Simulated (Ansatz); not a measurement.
MgTe (wurtzite)

```
CELL_PARAMETERS angstrom
      4.60846     0.00000     0.00000
     -2.30423     3.99105     0.00000
      0.00000     0.00000     7.50071
ATOMIC_POSITIONS crystal
  Mg 0.66667 0.33333 0.00081
  Mg 0.33333 0.66667 0.50081
  Te 0.66667 0.33333 0.62439
  Te 0.33333 0.66667 0.12439
```

The slice is a (1 -1 0 0) plane (indices of the conventional cell) through the point (0.667, 0.333, 0.001) (fractional), spanned by u = [110] and v = [001] in vectors of this cell: u (4.61 Å) and v (7.50 Å, at 90° to u). It covers one period; positions are fractions (u, v).

All values below come from PBE (plane waves to 420 eV, PAW, scalar-relativistic; Ansatz, an electronic-structure program). k mesh 8×8×5. Near the nuclei the fields are pseudised (PAW); where an atom keeps semicore shells as valence, they peak there. MgTe was relaxed with its symmetry unable to fall. Spin-orbit coupling is left out, though Te is heavy.

Task: Predict the map of the electrostatic potential energy of an electron, from the cell's mean on the slice.

Result: 
| v \ u | 0.00 | 0.08 | 0.17 | 0.25 | 0.33 | 0.42 | 0.50 | 0.58 | 0.67 | 0.75 | 0.83 | 0.92 |
|---|---|---|---|---|---|---|---|---|---|---|---|---|
| 0.90 | x | x | -3.8 | 0.8 | 3.1 | 4.1 | 4.3 | 4.1 | 3.1 | 0.8 | -3.8 | x |
| 0.75 | x | <-4.0 | -3.1 | 2.0 | 3.9 | 4.5 | 4.5 | 4.5 | 3.9 | 2.0 | -3.1 | <-4.0 |
| 0.60 | x | x | x | <-4.0 | 1.7 | 2.4 | 2.2 | 2.4 | 1.7 | <-4.0 | x | x |
| 0.45 | -0.9 | 0.1 | 2.1 | 2.9 | 2.4 | 1.2 | 0.6 | 1.2 | 2.4 | 2.9 | 2.1 | 0.1 |
| 0.30 | 4.4 | 4.4 | 4.5 | 4.4 | 4.2 | 3.8 | 3.7 | 3.8 | 4.2 | 4.4 | 4.5 | 4.4 |
| 0.15 | -3.1 | -1.8 | 0.6 | 2.3 | 2.2 | 0.7 | 0.0 | 0.7 | 2.2 | 2.3 | 0.6 | -1.8 |
| 0.00 | x | x | x | -2.2 | 1.9 | 2.9 | 3.0 | 2.9 | 1.9 | -2.2 | x | x |

Values: electrostatic potential energy of an electron, from the cell's mean, in eV. Points within 1 Å of a nucleus are blanked (x), as the pseudised field means little there. Values under -4 eV are set to -4. The zero, the cell's mean, hangs on the PAW cores.
